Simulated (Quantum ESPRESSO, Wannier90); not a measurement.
**Tight-binding from DFT: SnSe2 (CdI2 type)**

```
begin unit_cell_cart
ang
    3.8419000005    0.0000000000    0.0000000000
   -1.9209500003    3.3271829992    0.0000000000
    0.0000000000    0.0000000000    6.4858800000
end unit_cell_cart
begin atoms_frac
Sn   0.0000000000  0.0000000000  0.0000000000
Se  -0.3333333333  0.3333333333 -0.2429000000
Se   0.3333333333 -0.3333333333  0.2429000000
end atoms_frac
```

Materials Project entry mp-665; symmetrised, unrelaxed at this level. COD (Crystallography Open Database) has the formula in 2 space groups, this one among them (matched by group alone). Level: PBEsol, spinors with spin-orbit coupling; pw.x of Quantum ESPRESSO at 69 Ry with PseudoDojo potentials, 6×6×4 k-points, Wannier90. Density: 12×12×6 mesh, Gaussian smearing 0.01 Ry. The cell is built of weakly bound layers, chains or molecules, whose nearest atoms lie 4.01 Å apart. Database cells relaxed without dispersion often hold them too far apart, which can enlarge gaps and weakens couplings between them; spacing and stacking were not compared with the measured crystal.

A tight-binding model is made by disentanglement and projection with no localisation steps (num_iter = 0), so the 24 orbitals stay atom-like: hydrogen-like Sn: s;p; Se: s;p, axes along x, y, z; frozen window up to 2.13 eV relative to the valence-band maximum. It follows pw.x to 3.1 meV rms for states up to 1.6 eV relative to the valence-band maximum. Matrix elements depend on this choice of orbitals and windows.

The 45 largest hoppings ⟨m,0|H|n,R⟩ between different sites (one of each Hermitian pair; signs follow the real orbitals' lobes; the list may end inside a set of equal values):

| m | n | R | distance of the centres (Å) | t (eV) | Im t (eV) |
|---|---|---|---|---|---|
| Sn1 pz↑ | Se3 py↑ | 0 1 0 | 2.80 | 1.528 | 0.000 |
| Sn1 pz↓ | Se3 py↓ | 0 1 0 | 2.80 | 1.528 | 0.000 |
| Se2 py↑ | Sn1 pz↑ | 0 1 0 | 2.80 | 1.528 | 0.000 |
| Se2 py↓ | Sn1 pz↓ | 0 1 0 | 2.80 | 1.528 | 0.000 |
| Sn1 py↑ | Se3 py↑ | 0 1 0 | 2.80 | 1.527 | 0.000 |
| Sn1 py↓ | Se3 py↓ | 0 1 0 | 2.80 | 1.527 | 0.000 |
| Se2 py↑ | Sn1 py↑ | 0 1 0 | 2.80 | 1.527 | 0.000 |
| Se2 py↓ | Sn1 py↓ | 0 1 0 | 2.80 | 1.527 | 0.000 |
| Sn1 py↑ | Se3 pz↑ | 0 1 0 | 2.73 | 1.495 | 0.000 |
| Sn1 py↓ | Se3 pz↓ | 0 1 0 | 2.73 | 1.495 | 0.000 |
| Se2 pz↑ | Sn1 py↑ | 0 1 0 | 2.73 | 1.495 | 0.000 |
| Se2 pz↓ | Sn1 py↓ | 0 1 0 | 2.73 | 1.495 | 0.000 |
| Sn1 s↑ | Se3 py↑ | 0 1 0 | 2.80 | 1.389 | 0.000 |
| Sn1 s↓ | Se3 py↓ | 0 1 0 | 2.80 | 1.389 | 0.000 |
| Se2 py↑ | Sn1 s↑ | 0 1 0 | 2.80 | -1.389 | 0.000 |
| Se2 py↓ | Sn1 s↓ | 0 1 0 | 2.80 | -1.389 | 0.000 |
| Sn1 pz↑ | Se2 px↑ | 1 0 0 | 2.77 | -1.323 | -0.003 |
| Sn1 pz↓ | Se2 px↓ | 1 0 0 | 2.77 | -1.323 | 0.003 |
| Se3 px↑ | Sn1 pz↑ | 1 0 0 | 2.77 | -1.323 | 0.003 |
| Se3 px↓ | Sn1 pz↓ | 1 0 0 | 2.77 | -1.323 | -0.003 |
| Se2 px↑ | Sn1 pz↑ | 0 0 0 | 2.77 | 1.323 | 0.003 |
| Se2 px↓ | Sn1 pz↓ | 0 0 0 | 2.77 | 1.323 | -0.003 |
| Se3 px↑ | Sn1 pz↑ | 0 0 0 | 2.77 | 1.323 | 0.003 |
| Se3 px↓ | Sn1 pz↓ | 0 0 0 | 2.77 | 1.323 | -0.003 |
| Sn1 py↑ | Se3 s↑ | 0 1 0 | 2.72 | -1.315 | 0.000 |
| Sn1 py↓ | Se3 s↓ | 0 1 0 | 2.72 | -1.315 | 0.000 |
| Se2 s↑ | Sn1 py↑ | 0 1 0 | 2.72 | 1.315 | 0.000 |
| Se2 s↓ | Sn1 py↓ | 0 1 0 | 2.72 | 1.315 | 0.000 |
| Se2 pz↑ | Sn1 px↑ | 0 0 0 | 2.73 | 1.295 | -0.002 |
| Se2 pz↓ | Sn1 px↓ | 0 0 0 | 2.73 | 1.295 | 0.002 |
| Se3 pz↑ | Sn1 px↑ | 0 0 0 | 2.73 | 1.295 | -0.002 |
| Se3 pz↓ | Sn1 px↓ | 0 0 0 | 2.73 | 1.295 | 0.002 |
| Sn1 px↑ | Se2 pz↑ | 1 0 0 | 2.73 | -1.295 | 0.002 |
| Sn1 px↓ | Se2 pz↓ | 1 0 0 | 2.73 | -1.295 | -0.002 |
| Se3 pz↑ | Sn1 px↑ | 1 0 0 | 2.73 | -1.295 | -0.002 |
| Se3 pz↓ | Sn1 px↓ | 1 0 0 | 2.73 | -1.295 | 0.002 |
| Sn1 s↑ | Se2 px↑ | 1 0 0 | 2.77 | 1.203 | 0.004 |
| Sn1 s↓ | Se2 px↓ | 1 0 0 | 2.77 | 1.203 | -0.004 |
| Se3 px↑ | Sn1 s↑ | 1 0 0 | 2.77 | -1.203 | 0.004 |
| Se3 px↓ | Sn1 s↓ | 1 0 0 | 2.77 | -1.203 | -0.004 |
| Se2 px↑ | Sn1 s↑ | 0 0 0 | 2.77 | -1.203 | -0.004 |
| Se2 px↓ | Sn1 s↓ | 0 0 0 | 2.77 | -1.203 | 0.004 |
| Se3 px↑ | Sn1 s↑ | 0 0 0 | 2.77 | 1.203 | 0.004 |
| Se3 px↓ | Sn1 s↓ | 0 0 0 | 2.77 | 1.203 | -0.004 |
| Se2 s↑ | Sn1 px↑ | 0 0 0 | 2.72 | 1.139 | -0.003 |
